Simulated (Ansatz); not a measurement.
## IrAs in the zincblende structure

The computed numbers are results of r²SCAN, scalar-relativistic (no spin polarisation) in the plane-wave PAW code Ansatz at 500 eV, Γ-centred 10×10×10 mesh, 0.05 eV Gaussian smearing; PAW files: Ansatz's generated set soft_2.

```xyz
2
Lattice="0.0000 2.7337 2.7337 2.7337 0.0000 2.7337 2.7337 2.7337 0.0000" Properties=species:S:1:pos:R:3 pbc="T T T"
Ir    0.0000    0.0000    0.0000
As    1.3669    1.3669    1.3669
```

The structure was built from a prototype; whether the compound forms in it isn't claimed.

Cell and atoms are those of this level's equilibrium.

The cell has space group F-43m (read at 0.01 Å). In it the stress is 0.00, 0.00, 0.00, 0.00, 0.00, 0.00 GPa and the largest force component 0.000 eV/Å. Each change below starts from this cell, without further relaxation. Stress is in GPa, positive in compression, in the order xx, yy, zz, yz, xz, xy; energies are counted from the cell above and are free energies with the smearing's entropy, which match forces and stress in a metal.

Question: What happens when atom 1 (Ir) is moved by 0.20 Å along y?

Answer: The energy changes by 282.7 meV per cell, and the force on it along the shift is -2.907 eV/Å (−F/u = 14.53 eV/Å²). Stress: 4.56, 0.62, 4.56, 0.00, 12.61, 0.00.
| atom | Fx (eV/Å) | Fy | Fz |
| --- | --- | --- | --- |
| Ir1 | 0.000 | -2.907 | 0.000 |
| As2 | 0.000 | 2.907 | 0.000 |
In a harmonic crystal the energy would rise by −½F·u = ½ × 14.53 × 0.20² eV = 290.7 meV, which matches.

Question: What stress follows from an engineering strain of 3 % in xx, atoms carried along?

Answer: -4.18, -4.22, -4.22, 0.00, 0.00, 0.00 GPa; the energy changes by 15.5 meV per cell.
The change of the stress over the strain gives a clamped-atom stiffness of about 139 GPa for this component, a secant value that lies under the elastic constant in tension and over it in compression, by several per cent for each per cent of strain.
In a harmonic crystal the energy would rise by V(½Cε² − σ₀ε), with σ₀ the stress of the unstrained cell, = 16.0 meV, which matches.

Question: All atoms and the cell are disturbed at random:
```
CELL_PARAMETERS angstrom
-0.04018 2.72532 2.72818
2.70993 0.00480 2.68319
2.71844 2.68884 -0.00370
ATOMIC_POSITIONS crystal
Ir 0.02947 0.95255 0.05382
As 0.22053 0.29745 0.19618
```
Give the energy change, the stress and the forces.

Answer: 1714.1 meV per cell; stress 31.35, 7.18, 29.20, -2.93, 40.10, -7.05 GPa.
```
atom  Fx (eV/Å)      Fy      Fz
 Ir1      1.795  -6.646   1.438
 As2     -1.795   6.646  -1.438
```

Scalar-relativistic only: spin–orbit splittings of the heavy atoms' levels are missing.
